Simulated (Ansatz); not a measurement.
ZnCu, DFT, PBEsol, all-electron PAW with datasets made for the crystal, scalar-relativistic (Ansatz 0.2.0), run on 1 thread of Arm Neoverse V2 on a shared host.

The geometry is COD entry 9008814, unchecked; take it as a test cell.

Command: `ansatz run input.yaml --threads 1 --pin off --max-ram 3072MiB --backend cpu --events-out ev --progress --plain --runs-dir out`

```yaml
crystal:
  lattice:
    - [2.945, 0.0, 0.0]
    - [0.0, 2.945, 0.0]
    - [0.0, 0.0, 2.945]
  atoms:
    - { symbol: Zn, position: [0.5, 0.5, 0.5] }
    - { symbol: Cu, position: [0.0, 0.0, 0.0] }
kpoints:
  mp_grid: { grid: [14, 14, 14] }
  band_path:
    path:
      - [0.0, 0.0, 0.0]
      - [0.0, 0.5, 0.0]
      - [0.5, 0.5, 0.0]
      - [0.0, 0.0, 0.0]
      - [0.5, 0.5, 0.5]
      - [0.0, 0.5, 0.0]
      - [0.5, 0.5, 0.5]
      - [0.5, 0.5, 0.0]
    npoints: 8
scf:
  occupations: { method: fermi_dirac, width: 0.05 }
hamiltonian:
  xc: pbesol
  pseudopotentials: { kind: all_electron, datasets: crystal }
output:
  forces: true
  stress: true
  eigenvalues: true
  efg: { contact_densities: true }
```

**Question.** How large is the problem that the program sets up?

**Answer.** 120 irreducible k-points, 305 plane waves at Γ, 16 bands.

**Question.** Estimate the wall time and the peak memory.

**Answer.** 16 s of wall time for 11 SCF iterations, with a peak of 0.57 GiB. Times on shared machines scatter by tens of per cent.

**Question.** And the same cell and mesh by all-electron LAPW, asked for forces, stress, eigenvalues, fatbands, populations, dos and the same band path, on the same hardware?

**Answer.** 37 s, peak memory 0.55 GiB.

**Question.** And the same cell and mesh by PAW with the default files, asked for forces, stress, eigenvalues, efg, populations, bader, dos, write_density, write_potential, elf and the same band path, on the same hardware?

**Answer.** 20 s, peak memory 0.4 GiB.
